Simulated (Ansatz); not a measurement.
### Question
Name crystals whose computed values (the program Ansatz at the r²SCAN level (PAW)) fall in these windows: gap (eV) 0.93 to 1.2; HSE06 gap (eV) 1.9 to 2.6.

### Answer


```
crystal                                                  gap (eV)  HSE06 gap (eV)
-------------------------------------------------------  --------  --------------
KHgF3, cubic perovskite                                      1.08            2.27
ZnO, P6_3mc (Zn on 2a, Zn on 2b, O on 2a, O on 2b)           1.18            2.46
Cs2Ni3S4, Fmmm (Cs on 8i, Ni on 4a, Ni on 8e, S on 16m)      1.15            2.42
```
Others may fit too.

Built on a structure type that need not be the filed one of that space group: ZnO, P6_3mc (Zn on 2a, Zn on 2b, O on 2a, O on 2b). Not the usual ambient phase: ZnO, P6_3mc (Zn on 2a, Zn on 2b, O on 2a, O on 2b). Standing as an ambient phase not checked: KHgF3, cubic perovskite; Cs2Ni3S4, Fmmm (Cs on 8i, Ni on 4a, Ni on 8e, S on 16m). All cells were relaxed under the symmetry of their starts (and spin orders); stability against distortions was not tested throughout. Rows with no word on spin ran without spin polarisation. Spin–orbit coupling is left out wherever it is not named.

Potentials: the later of the program's two PAW sets.
